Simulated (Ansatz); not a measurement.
Zr:
```
Zr
1.0
    3.14324     0.00000     0.00000
   -1.57162     2.72212     0.00000
    0.00000     0.00000     5.09235
Zr
2
Cartesian
  0.00000   1.81475   1.27309
  1.57162   0.90737   3.81926
```

Relaxed with LDA. Special points in fractions of this cell's reciprocal vectors: Γ (0.000, 0.000, 0.000); M (0.500, 0.000, 0.000); K (0.333, 0.333, 0.000); A (0.000, 0.000, 0.500); L (0.500, 0.000, 0.500); H (0.333, 0.333, 0.500).

Problem. List the band energies nearest the Fermi level at these points for the program Ansatz at the LDA level (PAW).

Solution. In eV from the Fermi level; about four levels below and three above (degenerate sets whole), none deeper than 8.9 eV; points with the same levels are listed once.

```tsv
k	below	above
Γ	-5.77 -3.24	0.85 0.86 0.86
M	-2.82 -2.62 -2.38	0.04 0.58 0.74
K	-2.33 -1.32 -1.32 -1.10	0.21 0.21 1.84
A	-4.01 -4.01 -0.05 -0.05	0.79 0.79 0.79 0.79
L	-3.09 -3.09 -1.26 -1.26	1.94 1.94 2.37 2.37
H	-1.59 -1.59 -1.34 -1.34	0.06 0.06 2.06 2.06
```

Space group P6_3/mmc (hcp (Mg type)). The cell was relaxed with LDA under the symmetry of its start; of distortions, only those at the zone centre were tested. The run is not spin-polarised. Spin–orbit coupling is left out wherever it is not named.

Potentials: the earlier of the program's two PAW sets.
